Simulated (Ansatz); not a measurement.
An Ansatz input:

```yaml
crystal:
  lattice:
    - [-2.9628072128, 3.3696622978, 1.3435437133]
    - [3.3696622978, -2.9628072128, 1.3435437133]
    - [1.9151276262, 1.9151276262, -0.5983878801]
  atoms:
    - { symbol: Pd, position: [0.0077423408, 0.9922576592, 1.0], spin: 0.5 }
    - { symbol: Pd, position: [0.7422576592, 0.2577423408, 0.5], spin: -0.5 }
hamiltonian:
  xc: blyp
  pseudopotentials:
    kind: paw
    azcp:
      Pd: "pseudopotentials/Pd.paw.azcp"
basis:
  ecutwfc: 420
  fft_grid_basis: typed
kpoints:
  mp_grid: { grid: [20, 20, 19], shift: [0, 0, 0] }
magnetization:
  spin_polarized: true
scf:
  occupations: { method: fermi_dirac, width: 0.05 }
output:
  write_density: true
  write_potential: true
  elf: true
  volumetric_format: npy
```

Terminal output

```
Engine: ansatz 0.2.0, x86_64-unknown-linux-gnu
Pseudopotentials: kind: paw
Pseudopotential: Pd, paw, valence charge 18, recommended cutoff 420 eV (normal) 
Functional definition: BLYP
  parameter beta = 0.0042
  parameter a = 0.04918
  parameter b = 0.132
  parameter c = 0.2533
  parameter d = 0.349
  exchange = b88_x(beta = beta)
  correlation = lyp_c(a = a, b = b, c = c, d = d)
Crystal: 2 atoms, lattice volume = 34.129 Å³
Basis set: ecut = 420 eV, 663 PW (Γ), exchange–correlation on 64×64×40 points (8 copies of the dense FFT grid, shifted against one another)
Bands: 23, of which v1, the nominal top of the filled ones, is band 18 counted from 1 (17 counted from 0)
Symmetry: 2 space group operations
Space group: C2 (ITA 5), of the structure as read, at distance tolerance 3.2e-5 Å
Magnetic group: BNS 15.88 (UNI 95), of the structure as read, at distance tolerance 3.2e-5 Å
k-points: 2001 of 7600 (time reversal used)
Non-local potential: Pd, projectors of the file, l = 0: 2, l = 1: 2, l = 2: 2, l = 3: 1
PAW form: soft (Blöchl's): semilocal exchange-correlation on the pseudo side does not see the compensation charge
PAW frozen core: Pd, regenerated for the run's functional, and the local potential with it (the file was generated under x = pbe(κ = 0.804, μ = 0.2195149727645171), c = pbe(β = 0.06672455060314922))
PAW one-centre angular grid: Pd, 590 points (default); XC on 64 Gauss nodes
Initial density: superposition of atomic densities (chi_scale 0.1, normalization cell)
Starting moments: Σ|m| = 1 μB on 2 of 2 sites
Starting magnetic order: antiferromagnet; an inversion exchanges its spin sublattices: spin-degenerate at every k-point
Initial wavefunctions: pseudopotential atomic-orbital guess
Functional: x = b88, c = lyp
SCF iter   1: F=—  HF=-13976.814465 eV  |F-HF|=—  |Δ(HF+E_count)|=         —  Δρ=7.52e-2 (↑7.52e-2 ↓7.52e-2)  dr2=7.19e0  dr2_m=1.90e-1  M=-0.000 μB ∫|m|=0.273 μB  β_m=0.30  ethr=3.10e-3  ⟨swp⟩=5.2  Hψ=391330  notcnv=0
spin=Collinear: Kerker preconditioning applied to the charge; magnetization (m = ρ↑ − ρ↓) channel mixes plain (no charge-response kernel on spin).
...
SCF 1 converged in 15 iterations: F = -13975.010233 eV  dr2 = 3.26e-9
WARN: the starting moments were not kept: the SCF closed with an absolute magnetisation of 4.1e-6 μB, where they sum to 1 μB in size (2 sites). That is at most 0.1 of that sum. Measured as dr2_m measures the in/out step, that magnetisation stands 9.0e-12 eV from none, at or under the dr2_threshold of 1.0e-7 eV: it is no larger than a step whose dr2_m would equal this threshold. The system may hold no moment; this SCF shows only that its start led to no more than that. To try another start: raise the starting moments (crystal.atoms[].spin, magnetization.per_species, magnetization.initial_magnetization, or on a non-collinear deck that types none of these the spinor_matrix: blocks that start its atoms; where the total moment is fixed, keep their sum and leave initial_magnetization as it is; typed ones take the place of any that the run laid by itself, positive ones on a crystal's lanthanoids without a Hubbard term where scf.initial_density.shell_occupations: [] is typed) or, if the notice of its spin-set hold's release reads "site moments contracting" or "site moments show no strong build", lengthen the hold (scf.mixing.spin_hold: { on: { confirm: 4 } }; for m-r²SCAN on two components see the key's manual first). Each may lead to a state that holds a moment. A second SCF, from the converged charge density, with the starting moments and any scf.initial_density.shell_occupations laid on it anew, would have followed, and was not run: the deck does not ask for one (magnetization.retry_lost_moments is false, the default). To let it run, set magnetization.retry_lost_moments: true and run the deck again, where that key's refused combinations let it; where memory then withholds it, that run's warning says so.
SCF converged after 15 iterations
Magnetization: -0.0000 μB (18.0000 up, 18.0000 down)
Absolute magnetization: 0.0000 μB (∫|ρ↑−ρ↓|, with the PAW one-centre terms)
Spin contamination: 0.0000 ħ² per cell (⟨S²⟩ above its minimum at these occupations)
Per-site moments (μB) at R_I (Å): [(-1.6988225019756364e-6, 1.1335497717268996), (1.7032177553988134e-6, 1.1335497717268996)]
Free energy (F): -13975.010233 eV
Harris-Foulkes:  -13975.010233 eV  (|F-HF|=2.60e-9)
Internal energy: -13974.981132 eV  (E = F + TS)
E sigma→0 (E₀):  -13974.995683 eV
Entropy (-TS):   -0.029100 eV (-14.550 meV/atom)
Fermi energy:    16.751674 eV
--- Per-component energies (eV) ---
  E_band       = -369.110645
  E_kinetic    = 1026.747822
  E_local      = -3987.980677  (includes V_loc(G=0)·N_el)
  E_nonlocal   = 432.244695
  E_hartree    = 1614.450956
  E_xc         = -330.682080
  E_vxc        = -413.971787  (∫ρ·V_xc dr)
  E_paw        = -7536.348541  (= ΣΔE_a)
  E_vpaw       = -655.053096  (= ΣTr[D̂ρ^β])
  E_aug_tail   = 0.000402  (compensation charges beyond the density's cutoff)
  E_ewald      = -5193.587365
  E_core_change = 0.173656  (= ΣΔE_core)
  E_smearing   = -0.029100  (= −TS)
  E_closure    = 0.000000  (closes the sum)
  Σ components = -13975.010233   (vs F -13975.010233, Δ=0.00e0)
--- Band table (eV; the first three rows and the last of 4002) ---
  k-point 0 ↑: bands = ["-67.0206", "-66.9818", "-32.8670", "-32.6672", "-32.6158", "-32.5892", "-32.5821", "-32.5745", "10.7298", "12.2949", "12.8860", "13.3483", "14.4320", "14.8066", "15.4855", "15.9311", "16.3099", "16.5192", "17.0344", "18.9648", "23.9633", "30.6437", "34.0930"]
  k-point 1 ↑: bands = ["-67.0199", "-66.9816", "-32.8645", "-32.6721", "-32.6152", "-32.5889", "-32.5882", "-32.5760", "10.7961", "12.3546", "12.8949", "13.3661", "14.4088", "14.8360", "15.4751", "15.8859", "16.3296", "16.5058", "16.7993", "19.2626", "23.9642", "30.2029", "34.1903"]
  k-point 2 ↑: bands = ["-67.0179", "-66.9811", "-32.8572", "-32.6862", "-32.6134", "-32.6058", "-32.5882", "-32.5805", "10.9906", "12.5278", "12.9204", "13.4151", "14.3445", "14.9258", "15.4415", "15.7718", "16.3247", "16.3713", "16.4714", "19.9284", "23.9704", "29.1380", "34.4743"]
  k-point 2000 ↓: bands = ["-66.9850", "-66.9848", "-32.8835", "-32.8827", "-32.6428", "-32.6415", "-32.5891", "-32.5840", "12.3978", "12.4112", "13.5245", "13.6483", "15.2423", "15.2531", "15.9162", "16.0633", "16.8033", "16.8994", "18.1688", "18.3172", "23.0643", "23.1402", "32.6705"]
```
